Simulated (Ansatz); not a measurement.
LaS:
```yaml
crystal:
  lattice:
    - [0.00000, 2.94416, 2.94416]
    - [2.94416, 0.00000, 2.94416]
    - [2.94416, 2.94416, 0.00000]
  atoms:
    - { symbol: La, position: [0.00000, 0.00000, 0.00000] }
    - { symbol: S, position: [0.50000, 0.50000, 0.50000] }
```

Relaxed with r²SCAN. Special points in fractions of this cell's reciprocal vectors: Γ (0.000, 0.000, 0.000); X (0.500, 0.000, 0.500); U (0.625, 0.250, 0.625); K (0.375, 0.375, 0.750); L (0.500, 0.500, 0.500); W (0.500, 0.250, 0.750).

List the band energies nearest the Fermi level at these points for r²SCAN (plane waves, PAW; program Ansatz).

In eV from the Fermi level; about four levels below and three above (degenerate sets whole), none deeper than 8.9 eV; points with the same levels are listed once.

```tsv
k	below	above
Γ	-3.70 -3.70 -3.70	0.17 0.17 0.17
X	-4.14 -3.76 -3.76 -1.89	1.80 1.81 1.93 1.93
U	-4.84 -4.46 -4.22 -0.51	1.55 1.69 1.87
L	-6.12 -5.16 -5.16	1.20 1.60 1.60
W	-5.13 -4.19 -4.19	0.48 0.48 1.87 1.87
```

Space group Fm-3m (rock salt). The first step of the workflow began from a Materials Project structure, measured or hypothetical; the Crystallography Open Database files this formula in space group No. 225, but the cells were not matched. Its standing as an ambient phase is unchecked. The cell was relaxed with r²SCAN under the symmetry of its start; whether a distortion lowers the energy is not shown. With an odd number of electrons in the cell and no spin polarisation, the count alone makes it a metal. Scalar-relativistic: spin–orbit coupling is off unless named, which matters more the heavier the elements.

Potentials: the later of the program's two PAW sets.
